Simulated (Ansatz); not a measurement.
Theory: DFT PBE, scalar-relativistic, plane waves, PAW in Ansatz. All cells share a 420 eV cutoff and Γ-centred k meshes spaced at most about 0.3 Å⁻¹ (about 0.25 or finer for metals, 2π included). No spin polarisation in the final relaxations.

These are static total energies at zero pressure. All come from trial cells, and lower structures may exist.

Question: Which of these relaxed structures of Sn4F is the lowest in energy?
1.

```
Sn F
1.0
    -3.18742    3.18742    3.18742
     3.18742   -3.18742    3.18742
     3.18742    3.18742   -3.18742
Sn F
4 1
Direct
  0.00000 0.00000 0.50000
  0.50000 0.00000 0.00000
  0.00000 0.50000 0.00000
  0.50000 0.50000 0.50000
  0.00000 0.00000 0.00000
```

2.

```
Sn F
1.0
     5.06901    0.00000    0.00000
     0.00000    9.28632    0.00000
    -0.05731    0.00000    5.49387
Sn F
8 2
Cartesian
  2.7523 7.8512 4.2610
  2.2308 3.2080 3.9798
  4.7487 1.2775 4.6263
  0.2343 5.9206 3.6145
  0.2630 8.0088 0.8676
  4.7774 3.3657 1.8793
  2.7810 6.0783 1.5141
  2.2594 1.4352 1.2329
  -0.0287 0.0000 2.7469
  0.0000 4.6432 0.0000
```

3.

```
Sn F
1.0
     5.01546    0.00000    0.00000
     0.00000    5.01546    0.00000
     0.00000    0.00000    6.72588
Sn F
4 1
Cartesian
  0.0000 2.5077 0.0000
  2.5077 0.0000 0.0000
  0.0000 0.0000 1.8363
  0.0000 0.0000 4.8895
  2.5077 2.5077 0.0000
```

4.

```
Sn F
1.0
     5.05961    0.00000    0.00000
     0.00000    5.05961    0.00000
     0.00000    0.00000    5.05961
Sn F
4 1
Direct
  0.00000 0.50000 0.50000
  0.50000 0.50000 0.00000
  0.50000 0.00000 0.50000
  0.00000 0.00000 0.00000
  0.50000 0.50000 0.50000
```

Answer: 2. It has space group P2_1/c (No. 14); the next, 3, with space group P4/mmm (No. 123), lies 58 meV/atom higher. Counting Sn atoms around F (those within 1.25 times the shortest such distance or 1.15 times the sum of covalent radii, 1.27 where that leaves under three; the shortest distance is added where it exceeds 1.18 times the sum of covalent radii), the lowest has F 2 and the next has F 4 from 2.5 Å.

A magnetic state wasn't ruled out in cells without spin, among them P4/mmm, Pm-3m, Im-3m. Cells relaxed within their symmetry can be saddle points. The P2_1/c cell of Sn4F came from shaking the Pm-3m one. Some candidate types were left out of the draw beforehand, so a known form may be missing.
